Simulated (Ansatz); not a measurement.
2 distorted cells of Bi2O, built from the CdI2 structure. Level of theory: Ansatz 0.2 development build, DFT, PBE, all-electron full-potential LAPW, scalar-relativistic valence, Dirac core shells, point nucleus. k-points 3×3×1 Γ-centred, Fermi–Dirac smearing of 0.15 eV. The mesh is coarse, so the numbers hold for this sampling and aren't converged over the zone. In metals such a mesh can move stress, forces and moments by their own size. Spin-restricted. Holes or spare electrons on the non-metal atoms can carry spin, which this run forbids.

(1) Rank the cells by free energy an atom on this mesh, lowest first.
A.
22.29 Å³ an atom
```yaml
crystal:
  lattice:
    - [3.57774, 0.14573, -0.14094]
    - [-1.66266, 3.05205, -0.03332]
    - [-0.23015, -0.19570, 6.00634]
  atoms:
    - { symbol: O, position: [0.94498, 0.73365, 0.11464] }
    - { symbol: Bi, position: [0.29832, 0.39709, 0.35680] }
    - { symbol: Bi, position: [0.59694, 0.05720, 0.86473] }
```
B.
23.30 Å³ an atom
```yaml
crystal:
  lattice:
    - [3.59880, -0.01731, -0.10666]
    - [-1.81439, 3.22410, 0.02672]
    - [-0.17417, -0.05017, 6.04632]
  atoms:
    - { symbol: O, position: [0.99625, 0.08213, 0.69934] }
    - { symbol: Bi, position: [0.58742, 0.86272, 0.84766] }
    - { symbol: Bi, position: [0.83364, 0.53394, 0.33498] }
```

Results:

(1) A (lowest), B (+1.36 eV an atom).
